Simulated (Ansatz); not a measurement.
The end of the path is a generated cell of GePd3: the first start was made by placing the elements on the sites of a structure type, and the end was not matched to a known phase here, so it may be hypothetical.

A geometry of GePd3 away from equilibrium: step 2 of the relaxation of a generated cell, GePd3 placed in the AFLOW prototype A3B_hP8_194_h_c (D0_19, as in Ni3Sn). Method: r2SCAN (plane waves to 500 eV, PAW, scalar-relativistic; Ansatz, a first-principles code). Γ-centred k-mesh 7×7×7 on the run's cell, Fermi–Dirac smearing 0.05 eV. The plane waves were selected for a different cell earlier on the path.

```yaml
crystal:
  lattice:
    - [5.44096, 0.00000, 0.00000]
    - [-2.72048, 4.71201, 0.00000]
    - [0.00000, 0.00000, 4.43011]
  atoms:
    - { symbol: Pd, position: [0.82750, 0.65500, 0.25000] }
    - { symbol: Pd, position: [0.17250, 0.82750, 0.75000] }
    - { symbol: Pd, position: [0.34500, 0.17250, 0.25000] }
    - { symbol: Pd, position: [0.17250, 0.34500, 0.75000] }
    - { symbol: Pd, position: [0.82750, 0.17250, 0.25000] }
    - { symbol: Pd, position: [0.65500, 0.82750, 0.75000] }
    - { symbol: Ge, position: [0.33333, 0.66667, 0.25000] }
    - { symbol: Ge, position: [0.66667, 0.33333, 0.75000] }
```

What forces act on the atoms (eV/Å)?


```
atom     Fx     Fy    Fz
----  -----  -----  ----
Pd1    0.00   0.94  0.00
Pd2   -0.81   0.47  0.00
Pd3   -0.81  -0.47  0.00
Pd4    0.00  -0.94  0.00
Pd5    0.81  -0.47  0.00
Pd6    0.81   0.47  0.00
Ge7    0.00   0.00  0.00
Ge8    0.00   0.00  0.00
```

The path ends in P6₃/mmc (No. 194) (AFLOW prototype A3B_hP8_194_h_c (D0_19, as in Ni3Sn)). No spin polarisation in the result.

The run could not lose the symmetry of its start: the end is stationary, and may be a saddle point rather than a minimum.
